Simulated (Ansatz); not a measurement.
The guess for Na₂AgPtC₆N₆ was made by a generator: cyanide-bridged rock-salt net of two metals, 2 guest cations a cell (Fm-3m, No. 225). Its size is a rough estimate.

```
CELL_PARAMETERS angstrom
0.00000 5.19950 5.19950
5.19950 0.00000 5.19950
5.19950 5.19950 0.00000
ATOMIC_POSITIONS crystal
Na 0.25000 0.25000 0.25000
Na 0.75000 0.75000 0.75000
Ag 0.00000 0.00000 0.00000
Pt 0.50000 0.50000 0.50000
C 0.80556 0.19444 0.19444
C 0.19444 0.80556 0.19444
C 0.19444 0.19444 0.80556
C 0.19444 0.80556 0.80556
C 0.80556 0.19444 0.80556
C 0.80556 0.80556 0.19444
N 0.69305 0.30695 0.30695
N 0.30695 0.69305 0.30695
N 0.30695 0.30695 0.69305
N 0.30695 0.69305 0.69305
N 0.69305 0.30695 0.69305
N 0.69305 0.69305 0.30695
```

These are results of Ansatz 0.2.0, DFT PBE, scalar-relativistic, plane waves, PAW, not measurements. Cutoff 420 eV, Gaussian smearing, Γ-centred meshes. Cell and atoms relax first on a coarse mesh and then on a finer one. In between, the cell is made exact in the group found at 0.06 Å. In metals the finer mesh still leaves noise of several meV/atom or more. The steps can't lower the symmetry of their start. Collinear spin is switched on along the way, since trial moments persisted in a coarse test.

A guess keeps its type if space group and coordination stay and the shape of the cell changes little (axis ratios within about 15 %, angles within 6°); the volume may change.

Question: Will the relaxed cell still be of the starting type?

Answer: It keeps its type. The symmetry stays Fm-3m (No. 225). The volume per atom grows by 31.9 %, from 17.6 to 23.2 Å³. The shortest distance goes from 1.17 Å (C–N) to 1.18 Å (C–N). Counting neighbours within 15 % of an atom's shortest distance, the start has Ag 6, C 1, N 1, Na 24, Pt 6 and the end Ag 6, C 1, N 1, Na 24, Pt 6.

Formation energies are uncorrected and refer to the elements' standard structures at the same level (N₂ as a molecule).

Question: At what energy does it end?

Answer: +0.62 eV/atom. It can't be a ground state, since the elements alone are lower.

The last run used collinear spin, a 6×6×6 mesh for its 16-atom cell and Gaussian smearing of 0.10 eV. These runs have no spin–orbit coupling, which can matter for Pt. The reference form of C is held partly by dispersion forces, which this level lacks. The magnetic state reached may not be the lowest. A structure relaxed within its symmetry needn't be a true minimum.
